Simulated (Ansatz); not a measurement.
**Question.** Name crystals whose computed values (plane-wave PAW r²SCAN (Ansatz code)) fall in these windows: B₀ by P(V) fit (GPa) 160 to 210; G_Hill (GPa) 46 to 54; Θ_D (K) 300 to 380.

**Answer.** 

```csv
crystal,B₀ by P(V) fit (GPa),G_Hill (GPa),Θ_D (K)
"GaNi, CsCl type",175,49.5,346
"Cu, hcp (Mg type)",161,53.9,359
```
Others may fit too.

Built on a structure type that need not be the filed one of that space group: GaNi, CsCl type. Not the usual ambient phase: Cu, hcp (Mg type). Standing as an ambient phase not checked: GaNi, CsCl type. Began spin-polarised and lost the moments: GaNi, CsCl type. All cells were relaxed under the symmetry of their starts (and spin orders); stability against distortions was not tested throughout. Rows with no word on spin ran without spin polarisation. Spin–orbit coupling is left out wherever it is not named.

Potentials: the earlier of the program's two PAW sets.
